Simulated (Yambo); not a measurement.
Yambo run on Rb₂WO₂F₄ (space group C2/m, No. 12). The wavefunctions are PBEsol (Quantum ESPRESSO, PseudoDojo norm-conserving, 84 Ry, without SOC) ones on a 2×2×2 mesh (36 occupied bands); a = b = 6.1550 Å, c = 4.9797 Å, α = β = 91.72°, γ = 59.83°.

Yambo input:

```
rim_cut
gw0
dyson
el_el_corr
HF_and_locXC
ppa
em1d
RandQpts= 1000000
RandGvec= 1 Ry
EXXRLvcs= 84 Ry
VXCRLvcs= 336 Ry
Chimod= "HARTREE"
% BndsRnXp
 2 | 308 |
%
NGsBlkXp= 8 Ry
% LongDrXp
 1.0 | 1.0 | 1.0 |
%
PPAPntXp= 27.2114 eV
% GbndRnge
 1 | 199 |
%
GTermKind= "none"
DysSolver= "n"
ExtendOut
% QPkrange
 1 | 1 | 36 | 37 |
 2 | 2 | 36 | 36 |
 6 | 6 | 37 | 37 |
%
```

k points by index: 1 = Γ, 2 = (0, 0, -0.5), 6 = (-0.5, -0.5, -0.5).

The o-*.qp file then holds:

```
#    K-point    Band    Eo [eV]    E [eV]    E-Eo [eV]    Vxc [eV]    Vnlxc [eV]    Sc|Eo [eV]    Sc|E [eV]    dSc/dw|Eo [eV]    Re(Z)    Im(Z)
#
    1    36    -0.009920    -0.997981    -0.988061    -19.60197    -25.30956    4.467540    4.719532    -6.938340    0.796821    -0.002034
    1    37    2.261295    4.549260    2.287965    -18.36079    -12.46090    -3.110699    -3.611931    -5.960881    0.820302    -0.001513
    2    36    0.000000    -0.983249    -0.983249    -19.53458    -25.19404    4.425319    4.676206    -6.941740    0.796741    -0.002044
    6    37    2.260734    4.554709    2.293975    -18.27523    -12.30237    -3.176633    -3.678891    -5.957434    0.820388    -0.001534
```
(The two width columns are left out.) Convergence of these settings isn't established.

Geometry of the Materials Project entry, not relaxed at this level.

The structure is a Materials Project entry; no match was found in the copy of COD used, and its stability was not checked.
